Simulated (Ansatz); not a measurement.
WSe₂:
```
CELL_PARAMETERS angstrom
      3.31525     0.00000     0.00000
     -1.65763     2.87109     0.00000
      0.00000     0.00000    13.72217
ATOMIC_POSITIONS crystal
  W  0.66667 0.33333 0.75000
  W  0.33333 0.66667 0.25000
  Se 0.33333 0.66667 0.87109
  Se 0.66667 0.33333 0.12891
  Se 0.66667 0.33333 0.37109
  Se 0.33333 0.66667 0.62891
```

Relaxed with r²SCAN. Special points in fractions of this cell's reciprocal vectors: Γ (0.000, 0.000, 0.000); M (0.500, 0.000, 0.000); K (0.333, 0.333, 0.000); A (0.000, 0.000, 0.500); L (0.500, 0.000, 0.500); H (0.333, 0.333, 0.500).

Problem. List the band energies nearest the valence-band maximum at these points for DFT-r²SCAN in the program Ansatz with PAW potentials.

Solution. In eV from the valence-band maximum; about four levels below and three above (degenerate sets whole), none deeper than 8.9 eV; points with the same levels are listed once.

```csv
k,below,above
Γ,-1.58 -1.58 -1.49 -0.84 0.00,2.85 2.85 2.88 2.88
M,-1.37 -1.29 -1.26 -1.21,2.27 2.29 2.57
K,-2.63 -2.63 -0.29 -0.16,1.42 1.42 2.48
A,-1.59 -1.59 -1.59 -1.59 -0.24 -0.24,2.86 2.86 2.86 2.86
L,-1.32 -1.32 -1.25 -1.25,2.28 2.28 2.67 2.67
H,-2.69 -2.69 -0.23 -0.23,1.42 1.42 2.82 2.82
```

Space group P6_3/mmc. Symmetry was held in the r²SCAN relaxation. The run is not spin-polarised. A crystal of weakly bound layers computed without a dispersion correction: the cell and the soft elastic constants depend strongly on that. Scalar-relativistic: spin–orbit coupling is off unless named, which matters more the heavier the elements.

Potentials: the later of the program's two PAW sets.
